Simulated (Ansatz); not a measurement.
SrO (rock salt, space group No. 225) under volume change, DFT-PBE in the program Ansatz with PAW potentials, scaled uniformly.

| V (Å³/atom) | E − E(relaxed) (meV/atom) | P (GPa) |
|---|---|---|
| 15.947 | 44.5 | 9.86 |
| 16.473 | 18.7 | 6.02 |
| 16.999 | [?] | [?] |
| 17.524 | 0.0 | 0.01 |
| 18.050 | 3.9 | -2.33 |
| 18.576 | [?] | [?] |
| 19.102 | 31.9 | -6.01 |

Task: Some entries are withheld; supply them.

Result: 
- 16.999, E − E(relaxed) (meV/atom): 4.4
- 16.999, P (GPa): 2.76
- 18.576, E − E(relaxed) (meV/atom): 14.9
- 18.576, P (GPa): -4.32

Task: What does a third-order Birch–Murnaghan fit give for V₀, B₀ and B′?

Result: V₀ = 17.53 Å³/atom, B₀ = 84.5 GPa, B′ = 4.5.

Space group Fm-3m (rock salt). The PBE relaxation kept the symmetry of its start.

Potentials: the later of the program's two PAW sets.
